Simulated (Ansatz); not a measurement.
WC:
```cif
data_CW
_chemical_formula_sum 'W1 C1'
_space_group_name_H-M_alt 'P-6m2'
_space_group_IT_number 187
_space_group_name_Hall 'P -6 2'
_cell_length_a 2.88368
_cell_length_b 2.88368
_cell_length_c 2.81180
_cell_angle_alpha 90.000
_cell_angle_beta 90.000
_cell_angle_gamma 120.000
loop_
_atom_site_label
_atom_site_type_symbol
_atom_site_symmetry_multiplicity
_atom_site_Wyckoff_symbol
_atom_site_fract_x
_atom_site_fract_y
_atom_site_fract_z
_atom_site_occupancy
W1 W 1 a 0.00000 0.00000 0.00000 1
C1 C 1 f 0.66667 0.33333 0.50000 1
```

Relaxed at zero pressure with LDA in the plane-wave PAW code Ansatz.

Q: The volume is raised by 3 % and shape and atoms relax at that volume. What pressure results, and how do the axes share the change?

A: -11.7 GPa; a 1.1 %, b 1.1 %, c 0.8 %; the energy rises by 11 meV/atom.

Q: Give the new structure.

A: 
Space group P-6m2 (No. 187); a = b = 2.915 Å, c = 2.835 Å, α = β = 90.00°, γ = 120.00°

```csv
atom,site,symmetry,x,y,z
W,1a,-6m2,0.0000,0.0000,0.0000
C,1f,-6m2,0.6667,0.3333,0.5000
```

The phase is kept; no other phase was compared at this pressure.

The cell was relaxed with LDA under the symmetry of its start; phonons on a q-mesh show no instability. The run is not spin-polarised. Scalar-relativistic: spin–orbit coupling is off unless named, which matters more the heavier the elements.

Potentials: the later of the program's two PAW sets.
